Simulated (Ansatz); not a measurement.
Q: Each is relaxed and computed with the program Ansatz at the HSE06 level (PAW). Which alone has a direct gap?
A. SrO, rock salt
B. HfO2, P4_2/nmc (Hf on 2a, O on 4d)
C. MgO, P6_3/mmc (Mg on 2c, O on 2d)
D. BaTiO3, P4mm (Ba on 1b, Ti on 1a, O on 2c, O on 1a)

A: C, MgO, P6_3/mmc (Mg on 2c, O on 2d). MgO: gap 5.05 eV (direct); HfO2: gap 6.33 eV (indirect); SrO: gap 4.79 eV (indirect); BaTiO3: gap 3.37 eV (indirect). Not the usual ambient phase: MgO, P6_3/mmc (Mg on 2c, O on 2d); HfO2, P4_2/nmc (Hf on 2a, O on 4d). All cells were relaxed under the symmetry of their starts (and spin orders); stability against distortions was not tested throughout. Rows with no word on spin ran without spin polarisation. Scalar-relativistic: spin–orbit coupling is off unless named, which matters more the heavier the elements.

Potentials: the earlier of the program's two PAW sets.
